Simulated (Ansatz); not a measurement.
The cell is a 14-atom cell of Ge2CN4 built on β-Si3N4 (relaxed group P2_1/m); cell and atoms were relaxed with r2SCAN. It is monoclinic, P2_1/m (No. 11); a = 7.524 Å, b = 2.905 Å, c = 7.541 Å, β = 119.5° in the conventional setting, 10.24 Å³ an atom. Ge is surrounded by 4 N at 1.80–1.86 Å; Ge is surrounded by 4 N at 1.80–1.83 Å; C is surrounded by 4 N at 1.41–1.69 Å; N is surrounded by 1 C at 1.41 Å and 2 Ge at 1.83–1.86 Å; N is surrounded by 2 C at 1.69 Å and 1 Ge at 1.81 Å; N is surrounded by 3 Ge at 1.80–1.82 Å; N is surrounded by 1 C at 1.42 Å and 2 Ge at 1.80 Å.

```cif
data_structure
_symmetry_space_group_name_H-M 'P2_1/m'
_symmetry_Int_Tables_number 11
_cell_length_a 7.5240
_cell_length_b 2.9051
_cell_length_c 7.5409
_cell_angle_alpha 90.000
_cell_angle_beta 119.526
_cell_angle_gamma 90.000
_cell_volume 143.42
loop_
_atom_site_label
_atom_site_type_symbol
_atom_site_symmetry_multiplicity
_atom_site_Wyckoff_symbol
_atom_site_fract_x
_atom_site_fract_y
_atom_site_fract_z
_atom_site_occupancy
Ge1 Ge 2 e 0.20342 0.25000 0.39938 1
Ge2 Ge 2 e 0.39488 0.75000 0.15064 1
C1 C 2 e 0.79794 0.75000 0.22719 1
N1 N 2 e 0.32700 0.25000 0.68246 1
N2 N 2 e 0.92870 0.25000 0.29177 1
N3 N 2 e 0.29207 0.75000 0.32360 1
N4 N 2 e 0.68750 0.75000 0.01088 1
```

The questions ask for values computed with the PAW code Ansatz on this geometry. (Calculated; non-magnetic; the phase may be known or hypothetical.)

Given (4×8×4 mesh): The PBE gap is indirect, 1.13 eV (Γ–Z (0.30 of the way from Γ) to B), below the direct gap of 1.47 eV at B.

Q: What does PBE+SOC give for the gap (4×8×4 mesh)?

A: The PBE+SOC gap is indirect, 1.12 eV (Γ–Z (0.33 of the way from Γ) to B), below the direct gap of 1.47 eV at B. The gap differs by -0.01 eV from PBE's.

Q: Estimate the gap with r2SCAN on 4×8×4.

A: The r2SCAN gap is indirect, 1.42 eV (Γ–Z (0.33 of the way from Γ) to B), below the direct gap of 1.78 eV at B. The gap differs by +0.29 eV from PBE's.

Q: What does HSE06 give for the gap (2×6×2 mesh)?

A: With HSE06 the valence top lies at Γ–Z (0.33 of the way from Γ) and the conduction bottom at B, 2.53 eV higher; the smallest vertical gap, at B, is 2.83 eV. The gap differs by +1.40 eV from PBE's.

Q: How does the gap change from PBE to PBE0 (2×6×2)?

A: With PBE0 the valence top lies at Γ–Z (0.33 of the way from Γ) and the conduction bottom at B, 3.29 eV higher; the smallest vertical gap, at B, is 3.58 eV. The gap differs by +2.16 eV from PBE's.

Q: What are ε∞ and the Born charges with r2SCAN?

A: ε∞: a tensor with principal values 5.01, 5.33, 5.98. Born charges, averaged over directions: Ge +3.42 to +3.53, C +2.84, N -2.57 to -2.39 e. The program notes that the ground state's band table doesn't vouch for all the bands that the response reads.

Q: What do these levels agree on?

A: r2SCAN covers 21 % of the step from PBE to HSE06. For gaps to 0.1 eV, spin-orbit coupling (up to 0.01 eV here) can be left out. Among these functionals the gap stays indirect.

Only the levels marked +SOC include spin-orbit coupling.

Where an edge lies off the special points, it is a point of the mesh or the k point where a search put PBE's edge or least direct gap, reused for the other functionals, whose own edges may lie a little apart; PBE's own value is read along its path and can be a few hundredths of an eV high.

The meshes of the hybrids are coarse, so their gaps aren't converged to the digits shown.
